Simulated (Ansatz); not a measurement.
**MgNb4VO12, one structure, two calculations**

Cell: a computed structure from the Materials Project (it need not be an observed phase), atoms as given.

```yaml
crystal:
  lattice:
    - [5.28174, 0.00000, 0.00000]
    - [-0.00877, 5.65412, 0.00000]
    - [-0.10326, -0.59091, 7.74662]
  atoms:
    - { symbol: Mg, position: [0.49963, 0.86972, 0.29525] }
    - { symbol: Nb, position: [0.00308, 0.00197, 0.02018] }
    - { symbol: Nb, position: [0.50112, 0.45120, 0.49498] }
    - { symbol: Nb, position: [0.00809, 0.99007, 0.51713] }
    - { symbol: Nb, position: [0.50467, 0.48279, 0.99047] }
    - { symbol: V, position: [0.00081, 0.59716, 0.70753] }
    - { symbol: O, position: [0.28701, 0.76015, 0.56034] }
    - { symbol: O, position: [0.13072, 0.96608, 0.27590] }
    - { symbol: O, position: [0.30154, 0.17638, 0.98510] }
    - { symbol: O, position: [0.17492, 0.29218, 0.58284] }
    - { symbol: O, position: [0.79329, 0.25783, 0.06752] }
    - { symbol: O, position: [0.40977, 0.49722, 0.26725] }
    - { symbol: O, position: [0.63817, 0.46154, 0.76083] }
    - { symbol: O, position: [0.19812, 0.65344, 0.94354] }
    - { symbol: O, position: [0.78440, 0.67396, 0.47827] }
    - { symbol: O, position: [0.69308, 0.76799, 0.08224] }
    - { symbol: O, position: [0.91315, 0.95750, 0.76831] }
    - { symbol: O, position: [0.67031, 0.13941, 0.44361] }
```

Sites (sets of like atoms) are named by element and the number of their first atom in this list.

First run. The numbers come from a DFT calculation in Ansatz (PBE, plane waves and PAW, scalar-relativistic, collinear spin, 420 eV cutoff, Γ-centred 5×4×3 k-points, Fermi–Dirac smearing 0.02 eV). Start moments as typed (μB): 3 on each V, none on the rest.

| site | atom | V_zz (10²¹ V/m²) | η | m (μB) |
| --- | --- | --- | --- | --- |
| Mg | 1 | 2.07 | 0.42 | 0.00 |
| Nb2 | 2 | 2.88 | 0.96 | 0.02 |
| Nb3 | 3 | -6.12 | 0.16 | 0.05 |
| Nb4 | 4 | -5.06 | 0.91 | 0.10 |
| Nb5 | 5 | 5.96 | 0.31 | 0.05 |
| V | 6 | 2.13 | 0.42 | 1.86 |
| O7 | 7 | -3.99 | 0.15 | 0.02 |
| O10 | 10 | -2.87 | 0.17 | 0.00 |
| O12 | 12 | 1.78 | 0.93 | 0.01 |
| O13 | 13 | -2.23 | 0.27 | 0.00 |
| O14 | 14 | -3.11 | 0.55 | 0.00 |
| O15 | 15 | -3.63 | 0.24 | 0.00 |
| O17 | 17 | -2.84 | 0.23 | 0.01 |
| O18 | 18 | 2.56 | 0.96 | 0.01 |

Second run. The same atoms and settings, except that the mesh is 6×6×5 and the Fermi–Dirac smearing is 0.05 eV.

Problem. Given the first result, estimate the second.

Solution. 

| site | atom | V_zz | η | change of V_zz | m (μB) |
| --- | --- | --- | --- | --- | --- |
| Mg | 1 | 2.07 | 0.42 | 0.00 | 0.00 |
| Nb2 | 2 | 2.85 | 0.99 | -0.03 | 0.02 |
| Nb3 | 3 | -6.10 | 0.15 | +0.02 | 0.04 |
| Nb4 | 4 | -5.01 | 0.89 | +0.05 | 0.09 |
| Nb5 | 5 | 5.94 | 0.32 | -0.02 | 0.05 |
| V | 6 | 1.95 | 0.44 | -0.18 | 1.85 |
| O7 | 7 | -3.98 | 0.15 | +0.01 | 0.01 |
| O10 | 10 | -2.87 | 0.16 | 0.00 | 0.01 |
| O12 | 12 | 1.78 | 0.92 | 0.00 | 0.01 |
| O13 | 13 | -2.25 | 0.29 | -0.02 | 0.00 |
| O14 | 14 | -3.11 | 0.56 | 0.00 | 0.00 |
| O15 | 15 | -3.65 | 0.23 | -0.02 | 0.00 |
| O17 | 17 | -2.85 | 0.23 | -0.01 | 0.01 |
| O18 | 18 | 2.53 | 0.98 | -0.03 | 0.01 |

The largest change of V_zz is on V, from 2.13 to 1.95. In per cent, |V_zz| changes by 0 on Mg, -1 to 0 on Nb, -8 on V, -1 to +1 on O (all sites that start above 2). The table leaves out 4 of the 18 sites, with |V_zz| up to 3.04; their tensors move by 0.02 at most along any direction. The statements above cover all sites.

At this cell the PBE pressure is -5 GPa, so with PBE the cell would shrink if it were relaxed. The entry's cell may itself be off. The largest force is 0.5 eV/Å, so the atoms aren't at the calculated equilibrium and relaxing them would move these values. Without spin–orbit coupling (the program notes it for Nb) the gradients can shift somewhat, as the gap is small. Semilocal functionals can leave a metal where correlation in the d or f shell opens a gap in the real compound, and that would change the values at and beside Nb and V. All moments are parallel here, as the start or the cell imposes; many such compounds order antiparallel, where fields and spin densities carried over to other atoms largely cancel. The magnetic order is the one that the run reached from its start moments, not necessarily the measured one.
